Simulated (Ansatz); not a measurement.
La (dhcp (α-La type), P6_3/mmc) under volume change, plane-wave PAW LDA (Ansatz code), shape and atoms relaxed at each volume.

| V (Å³/atom) | E − E(relaxed) (meV/atom) | P (GPa) |
|---|---|---|
| 29.263 | 27.1 | 3.19 |
| 30.228 | 11.6 | 1.99 |
| 31.193 | 2.8 | 0.94 |
| 32.157 | 0.0 | 0.00 |
| 33.122 | 2.6 | -0.84 |
| 34.087 | ? | ? |
| 35.052 | ? | ? |

Task: Complete the blanks.

Result: 
- 35.052, E − E(relaxed) (meV/atom): 21.5
- 35.052, P (GPa): -2.25
- 34.087, E − E(relaxed) (meV/atom): 9.9
- 34.087, P (GPa): -1.58

Task: What does a third-order Birch–Murnaghan fit give for V₀, B₀ and B′?

Result: V₀ = 32.16 Å³/atom, B₀ = 29.6 GPa, B′ = 2.9.

Symmetry was held in the LDA relaxation; of distortions, only those at the zone centre were tested. Scalar-relativistic: spin–orbit coupling is off unless named, which matters more the heavier the elements.

Potentials: the earlier of the program's two PAW sets.
